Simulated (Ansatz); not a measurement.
ZnInGaO₄ (InGaZnO4 type, space group R3m)

```
ZnInGaO4
1.0
    1.67799     0.96879     8.70467
   -1.67799     0.96879     8.70467
    0.00000    -1.93758     8.70467
In Ga Zn O
1 1 1 4
Cartesian
  0.00000   0.00000  26.03349
  0.00000   0.00000   5.56106
  0.00000   0.00000  20.40012
  0.00000   0.00000   3.56404
  0.00000   0.00000  22.95336
  0.00000   0.00000   7.54106
  0.00000   0.00000  18.40294
```

Equation-of-state scan: isotropic scaling of the cell above, V₀ being its volume. The atoms relax within the cell's symmetry.

Level of theory: PBE (plane waves to 420 eV, PAW, scalar-relativistic; Ansatz, a program for electronic structure). k mesh 11×11×11 (Γ-centred), Fermi-Dirac smearing 0.05 eV. The energy includes the smearing's −TS. Stress and pressure are positive under compression. With the shape held, the modulus is that of even scaling; a crystal free to change shape is softer. The PAW data are Ansatz's earlier set. ZnInGaO4 was relaxed with its symmetry unable to fall. ΔE is measured from the relaxed starting cell.

```json
[
 {"V (Å³/cell)": "71.32", "ΔE (eV/atom)": "0.2063", "P (GPa)": "40.0"},
 {"V (Å³/cell)": "74.04", "ΔE (eV/atom)": "0.1234", "P (GPa)": "28.9"},
 {"V (Å³/cell)": "76.75", "ΔE (eV/atom)": "0.0650", "P (GPa)": "19.6"},
 {"V (Å³/cell)": "79.47", "ΔE (eV/atom)": "0.0271", "P (GPa)": "11.9"},
 {"V (Å³/cell)": "82.19", "ΔE (eV/atom)": "0.0064", "P (GPa)": "5.4"},
 {"V (Å³/cell)": "84.90", "ΔE (eV/atom)": "0.0000", "P (GPa)": "0.0"},
 {"V (Å³/cell)": "87.62", "ΔE (eV/atom)": "0.0056", "P (GPa)": "-4.5"},
 {"V (Å³/cell)": "90.34", "ΔE (eV/atom)": "0.0213", "P (GPa)": "-8.3"},
 {"V (Å³/cell)": "93.05", "ΔE (eV/atom)": "0.0454", "P (GPa)": "-11.5"},
 {"V (Å³/cell)": "95.77", "ΔE (eV/atom)": "0.0765", "P (GPa)": "-14.1"},
 {"V (Å³/cell)": "98.49", "ΔE (eV/atom)": "0.1133", "P (GPa)": "-16.2"}
]
```

Key numbers:

```yaml
pressure_at_the_smallest_volume: 40.0 GPa
energy_cost_of_the_largest_compression: 206.3 meV/atom
energy_cost_of_the_largest_expansion: 113.3 meV/atom
Bulk modulus at fixed cell shape B₀ (third-order Birch-Murnaghan fit): 154 GPa
Pressure derivative B₀′ (fit): 4.6
equilibrium_volume_of_the_fit: 12.13 Å³/atom
Pressure for 5 % compression (fit): 8.9 GPa
```

(A scan under strain: stresses follow from slopes of the energy per volume, elastic moduli from its curvatures.)
